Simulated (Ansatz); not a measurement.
Here is an unrelaxed guess for GaSnH3.

```yaml
crystal:
  lattice:
    - [4.16324, 0.00000, 0.00000]
    - [0.00000, 4.16324, 0.00000]
    - [0.00000, 0.00000, 4.16324]
  atoms:
    - { symbol: Ga, position: [0.00000, 0.00000, 0.00000] }
    - { symbol: Sn, position: [0.50000, 0.50000, 0.50000] }
    - { symbol: H, position: [0.00000, 0.50000, 0.50000] }
    - { symbol: H, position: [0.50000, 0.00000, 0.50000] }
    - { symbol: H, position: [0.50000, 0.50000, 0.00000] }
```

Method: DFT PBE, scalar-relativistic, plane waves, PAW in Ansatz. Plane waves to 420 eV, a k mesh through Γ of 4×4×4 on the computed 5-atom cell and Gaussian smearing (0.10 eV); no spin polarisation.

Energies over the elements count from the elements' standard structures at the same level (H₂ as a molecule), with no fitted energy shifts. The references include grey tin.

Question: Estimate its pressure, forces and energy as it stands.

Answer: The pressure is -0.9 GPa (near zero), the largest force is 0.00 eV/Å (symmetry fixes the atoms), and the energy is +0.56 eV/atom against the elements. The shortest distance is 2.08 Å.

Question: Is it a good guess?

Answer: A good one: relaxing gains under 0.1 eV/atom (the start's value is from the coarse mesh, so the gain is rough) in 3 ionic steps and ends at +0.52 eV/atom on the finer mesh. The symmetry stays Pm-3m (No. 221). The end has the cubic perovskite type. The volume per atom shrinks by 1.0 %, from 14.4 to 14.3 Å³. The shortest distance goes from 2.08 Å (Sn–H) to 2.07 Å (Sn–H). Conventional cell: a = 4.150 Å. Ga is surrounded by 12 H at 2.93 Å (long against the sum of covalent radii); Sn is surrounded by 6 H at 2.07 Å; around H lie 2 Sn at 2.07 Å, 4 Ga at 2.93 Å and 8 H at 2.93 Å.

The last run used a 10×10×10 mesh for its 5-atom cell and Gaussian smearing of 0.10 eV. With hydrogen, zero-point motion can shift formation energies by some tens of meV/atom. The relaxation can't lower the symmetry of the start, and the grade says only how near the guess is to its own end. A structure relaxed within its symmetry needn't be a true minimum.
